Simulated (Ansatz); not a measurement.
GaSb:
```
CELL_PARAMETERS angstrom
      4.36377     0.00000     0.00000
     -2.18189     3.77914     0.00000
      0.00000     0.00000     9.51107
ATOMIC_POSITIONS crystal
  Ga 0.00000 0.49989 0.66667
  Ga 0.50011 0.50011 0.00000
  Ga 0.49989 0.00000 0.33333
  Sb 0.00000 0.49995 0.16667
  Sb 0.50005 0.50005 0.50000
  Sb 0.49995 0.00000 0.83333
```

Relaxed with r²SCAN.

Q: Map the valence electron density (e/Å³), cut off at 2 on the plane through (0.000, 0.500, 0.667) spanned by u = [1, 0, 0] and v = [0, 0, 1] in lattice vectors, from r²SCAN (plane waves, PAW; program Ansatz).

A: x is the fraction of u, y of v (the angle between them is 90°; rows are the nearest grid lines); atoms in the plane: Ga at (0.00, 0.00), Ga at (0.50, 0.33), Sb at (1.00, 0.50), Sb at (0.50, 0.83).
```
|@@@@-.           .-@@@@|
|@@%-:.............:-%@@|
|==-:...::-----::...:-==|
|   ...:-%@@@@@%-:...   |
|     .:+@@@@@@@+:.     |
|      .:+@@@@@+:.      |
|      ..:-=+=-:..      |
|          ...          |
|                       |
|:::..             ..:::|
|%#=-..           ..-=#%|
|@@@@=:.         .:=@@@@|
|@@@@=:..       ..:=@@@@|
|%#+-::....:::....::-+#%|
|::::....:=*#*=:....::::|
|     ..-%@@@@@%-..     |
|      .:*@@@@@*:.      |
|        .::-::.        |
|         .....         |
|                       |
|                       |
|==:..             ..:==|
|@@%-.             .-%@@|
|@@@@-.           .-@@@@|
```
Scale: ten equal steps from 0.039 (start of ' ') to 2.00 (end of '@'), in the order ' .:-=+*#%@'; x runs from 0.000 to 1.00, y from 0.000 (bottom) to 1.00 (top).

The density is the valence pseudo-density with augmentation charge, so density and ELF within about 1 Å of a nucleus are not all-electron values.

Space group P6_422. The start of the workflow was typed in or built on a structure type; neither database checked (COD, Materials Project) lists it. It is not the phase usual at ambient conditions (space group No. 216). The r²SCAN relaxation kept the symmetry of its start; its stability against distortions is not shown here. Spin–orbit coupling is left out wherever it is not named.

Potentials: the later of the program's two PAW sets.
